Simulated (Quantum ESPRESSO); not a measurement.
Kohn-Sham bands of BaHI (P4/nmm)

```yaml
crystal:
  lattice:
    - [4.77581, 0.00000, 0.00000]
    - [0.00000, 4.77581, 0.00000]
    - [0.00000, 0.00000, 7.80023]
  atoms:
    - { symbol: Ba, position: [0.50000, 0.00000, 0.82690] }
    - { symbol: Ba, position: [0.00000, 0.50000, 0.17310] }
    - { symbol: H, position: [0.50000, 0.50000, 0.00000] }
    - { symbol: H, position: [0.00000, 0.00000, 0.00000] }
    - { symbol: I, position: [0.00000, 0.50000, 0.65957] }
    - { symbol: I, position: [0.50000, 0.00000, 0.34043] }
```

Materials Project entry mp-23862; symmetrised, unrelaxed at this level. COD (Crystallography Open Database) has an entry of this formula and space group (matched by these alone). Method: PBEsol plane waves in Quantum ESPRESSO 7.5 (PseudoDojo norm-conserving files, 58 Ry, spinors with spin-orbit coupling), Bloch states on a 4×4×4 mesh through Γ, Wannier90 4.0.1. Density: 6×6×4 mesh, cold smearing 0.01 Ry.

Energies are relative to the valence-band maximum; weights are on the orthonormalised atomic waves of the pseudopotential files, averaged over the group. 36 electrons a cell are treated as valence.

| bands | from (eV) | to (eV) | filling | weight on atomic waves |
|---|---|---|---|---|
| 1–4 | -26.73 | -26.69 | filled | ? |
| 5–8 | -13.45 | -13.26 | filled | ? |
| 9–20 | -12.20 | -10.92 | filled | ? |
| 21–36 | -3.38 | 0.00 | filled | ? |

Which atomic shells make up each group?


- 1–4, weight on atomic waves: Ba 5s 98 %
- 5–8, weight on atomic waves: Ba 5p 95 %
- 9–20, weight on atomic waves: Ba 5p 66 %, I 5s 31 %
- 21–36, weight on atomic waves: I 5p 70 %, H 1s 20 %, Ba 6s 4 %

The Kohn-Sham gap over both meshes and the path is 2.55 eV.
